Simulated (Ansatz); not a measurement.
SrCuSi: computed property card

SrCuSi:
```
CELL_PARAMETERS angstrom
      4.08055     0.00000     0.00000
     -2.04028     3.53386     0.00000
      0.00000     0.00000     9.41051
ATOMIC_POSITIONS crystal
  Sr 0.00000 0.00000 0.50000
  Sr 0.00000 0.00000 0.00000
  Si 0.66667 0.33333 0.75000
  Si 0.33333 0.66667 0.25000
  Cu 0.66667 0.33333 0.25000
  Cu 0.33333 0.66667 0.75000
```

Space group P6_3/mmc (No. 194); conventional cell a = b = 4.081 Å, c = 9.411 Å, α = β = 90.00°, γ = 120.00°.

Method: plane-wave PAW r²SCAN (Ansatz code). Geometry: relaxed at this level of theory. Other levels are named where they apply.

**Cell and energy**

```json
{
  "volume_per_atom": "22.62 Å³",
  "density": "4.39 g/cm³",
  "Formation energy from the elements (no fitted shifts)": "-37 kJ/mol of atoms"
}
```

**Electronic structure**

```json
{
 "electronic_character": "metallic (no gap)",
 "Density of states at the Fermi level": "0.63 states/eV per atom (mean over ±0.08 eV)"
}
```

The workflow started from a Materials Project entry (that database holds measured and hypothetical structures alike); the Crystallography Open Database copy checked does not list it. With Si and Cu taken as one species the cell has the higher symmetry P6/mmm, so it may be an ordered model of a mixed-site phase. Whether it is the stable phase at ambient conditions was not checked. The r²SCAN relaxation kept the symmetry of its start; its stability against distortions is not shown here. The run is not spin-polarised. The references are the lowest solids computed at this level, not always the standard phases. Spin–orbit coupling is left out wherever it is not named.

Potentials: the later of the program's two PAW sets.
